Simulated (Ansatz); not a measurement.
## Computed scan of one atom of the cell: WSe2 (2H-MoS2 type, space group P6_3/mmc)

Relaxed WSe2 (2H-MoS2 type, space group P6_3/mmc):

```
WSe2
1.0
    3.29952     0.00000     0.00000
   -1.64976     2.85747     0.00000
    0.00000     0.00000    13.14745
W Se
2 4
Direct
  0.33333   0.66667   0.25000
  0.66667   0.33333   0.75000
  0.33333   0.66667   0.62334
  0.66667   0.33333   0.12334
  0.66667   0.33333   0.37666
  0.33333   0.66667   0.87666
```

In each cell atom 5 (Se, nearest neighbour W at 2.530 Å; its periodic images, 3.3 Å or more away, move with it) moves by s·(0.000, 0.000, 1.000) (along Cartesian z), the rest being held.

Computed with r2SCAN+rVV10 (plane waves to 500 eV, PAW, scalar-relativistic; Ansatz, a quantum-chemistry and plane-wave program). k mesh 9×9×2 (Γ-centred), Fermi-Dirac smearing 0.05 eV. The energy includes the smearing's −TS. Stress and pressure are positive under compression. As the smearing reaches across the gap at some points, energies and forces of such displacements shift with the k mesh and the smearing. F∥ is the force on the atom along that direction. Spin-orbit coupling is left out, though W is heavy. The PAW data are Ansatz's earlier set. WSe2 is run without spin polarisation. WSe2 was relaxed with its symmetry unable to fall. ΔE is measured from the undisplaced structure.

```json
[
 {"s (Å)": "-0.510", "ΔE (eV/cell)": "2.860", "F∥ (eV/Å)": "11.343", "P (GPa)": "17.6"},
 {"s (Å)": "-0.408", "ΔE (eV/cell)": "1.791", "F∥ (eV/Å)": "9.379", "P (GPa)": "13.1"},
 {"s (Å)": "-0.306", "ΔE (eV/cell)": "0.967", "F∥ (eV/Å)": "6.832", "P (GPa)": "9.0"},
 {"s (Å)": "-0.204", "ΔE (eV/cell)": "0.404", "F∥ (eV/Å)": "4.224", "P (GPa)": "5.5"},
 {"s (Å)": "-0.102", "ΔE (eV/cell)": "0.094", "F∥ (eV/Å)": "1.916", "P (GPa)": "2.5"},
 {"s (Å)": "0.000", "ΔE (eV/cell)": "0.000", "F∥ (eV/Å)": "0.000", "P (GPa)": "0.0"},
 {"s (Å)": "0.102", "ΔE (eV/cell)": "0.081", "F∥ (eV/Å)": "-1.530", "P (GPa)": "-2.0"},
 {"s (Å)": "0.204", "ΔE (eV/cell)": "0.300", "F∥ (eV/Å)": "-2.705", "P (GPa)": "-3.5"},
 {"s (Å)": "0.306", "ΔE (eV/cell)": "0.622", "F∥ (eV/Å)": "-3.568", "P (GPa)": "-4.7"},
 {"s (Å)": "0.408", "ΔE (eV/cell)": "1.019", "F∥ (eV/Å)": "-4.163", "P (GPa)": "-5.5"},
 {"s (Å)": "0.510", "ΔE (eV/cell)": "1.464", "F∥ (eV/Å)": "-4.535", "P (GPa)": "-6.0"}
]
```

Derived quantities:

```
Property                                                                                                                                               Value
--------------------------------------------------------  --------------------------------------------------------------------------------------------------
Energy at s = 0.510 Å                                                                                                                          1464 meV/cell
Force along the line at s = -0.510 Å                                                                                                               11.3 eV/Å
Symmetry of the curve                                                                                    not even: the negative side lies higher at ±0.510 Å
Shape of the curve                                                                            a single well with its minimum at or next to zero displacement
Force constant k = d²E/ds² at s = 0 (finite differences)                                                                                          16.9 eV/Å²
Harmonic estimate at the end of the scan                  ½ks² = 2193 meV/cell against the computed 1464 meV/cell, so the well is softer than harmonic there
```

(A displaced cell: forces are minus the slopes of the energy, force constants its curvatures, and phonons follow from these.)
